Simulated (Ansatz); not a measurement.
BN (wurtzite)

```yaml
crystal:
  lattice:
    - [2.55408, 0.00000, 0.00000]
    - [-1.27704, 2.21190, 0.00000]
    - [0.00000, 0.00000, 4.22393]
  atoms:
    - { symbol: B, position: [0.66667, 0.33333, 0.99992] }
    - { symbol: B, position: [0.33333, 0.66667, 0.49992] }
    - { symbol: N, position: [0.66667, 0.33333, 0.62528] }
    - { symbol: N, position: [0.33333, 0.66667, 0.12528] }
```

All values below come from PBE (plane waves to 420 eV, PAW, scalar-relativistic; Ansatz, a quantum-chemistry and plane-wave program). Harmonic phonons by density-functional perturbation theory on a 12×12×6 k mesh, in cm⁻¹; i marks imaginary ones, q is in fractions of the reciprocal vectors of the cell shown, and the three acoustic modes at Γ are left out. The non-analytic (LO-TO) term is not included, so polar modes at Γ have their transverse values. The program warned that its band solver left a few bands short of their tolerance. BN was relaxed with its symmetry unable to fall. The PAW data are Ansatz's earlier set.

Problem. Does any mode at Γ, M = (0.5, 0.0, 0.0), A = (0.0, 0.0, 0.5), L = (0.5, 0.0, 0.5) come out imaginary?

Solution. No imaginary mode at these points (lowest 340 cm⁻¹ at A = (0.0, 0.0, 0.5)); other wave vectors were not tested.

Problem. Predict the phonon wavenumbers at Γ, M = (0.5, 0.0, 0.0), A = (0.0, 0.0, 0.5), L = (0.5, 0.0, 0.5).

Solution. 
| q | wavenumbers (cm⁻¹) |
|---|---|
| Γ | 472 (×2), 938 (×2), 948, 1005, 1039 (×2), 1110 |
| M = (0.5, 0.0, 0.0) | 478, 596, 684, 825, 858, 862, 873, 933, 976, 998, 1074, 1109 |
| A = (0.0, 0.0, 0.5) | 340 (×4), 625 (×2), 991 (×4), 1209 (×2) |
| L = (0.5, 0.0, 0.5) | 586 (×2), 616 (×2), 883 (×2), 928 (×2), 994 (×2), 1132 (×2) |
